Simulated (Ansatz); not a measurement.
MgS (zinc blende, F-43m), LDA (plane waves, PAW; program Ansatz). The conduction-band minimum lies at Γ, with 1 equivalent valley. Second derivatives d²E/dk² of the lowest band at one valley (eV·Å²), along Cartesian directions:

| direction | d²E/dk² |
|---|---|
| [100] | 30.81 |
| [010] | 30.81 |
| [001] | 30.81 |
| [110] | 30.80 |
| [101] | 30.80 |
| [011] | 30.80 |

Question: Find the principal effective masses, the density-of-states mass and the conductivity mass.

Answer: Off-diagonal terms follow from H_xy = H[110] − (H_xx + H_yy)/2, and m*/mₑ = 7.620 eV·Å² over each eigenvalue: 0.25, 0.25, 0.25. One valley's DOS mass (m₁m₂m₃)^(1/3) = 0.25, conductivity mass 3/(Σ 1/mᵢ) = 0.25 mₑ.

Question: What effective density of states Nc follows at 300 K for parabolic valleys?

Answer: Nc = 2.509e19 × 1 × (0.25)^(3/2) ≈ 3.1e18 cm⁻³.

Question: With the computed static dielectric constant 6.61 (mean of the diagonal), estimate a hydrogenic donor's binding energy and radius.

Answer: E = 13.606 eV × 0.25/6.61² ≈ 78 meV; a = 0.529 Å × ε/m* ≈ 14 Å. Semilocal masses tend to be too small where the gap is.

Question: With ε∞ = 4.19 and ω_LO = 431 cm⁻¹, what Fröhlich coupling constant follows?

Answer: α = (1/ε∞ − 1/ε0) √(m* × 13.606 eV/ħω_LO) = 0.70.

The cell is a constructed one: a structure type filled with these elements; the Crystallography Open Database copy checked does not list it. COD files the formula under space group No. 225, so this cell is another polymorph or a model. Whether it is the stable phase at ambient conditions was not checked. The LDA relaxation kept the symmetry of its start; phonons on a q-mesh show no instability.

Potentials: the later of the program's two PAW sets.
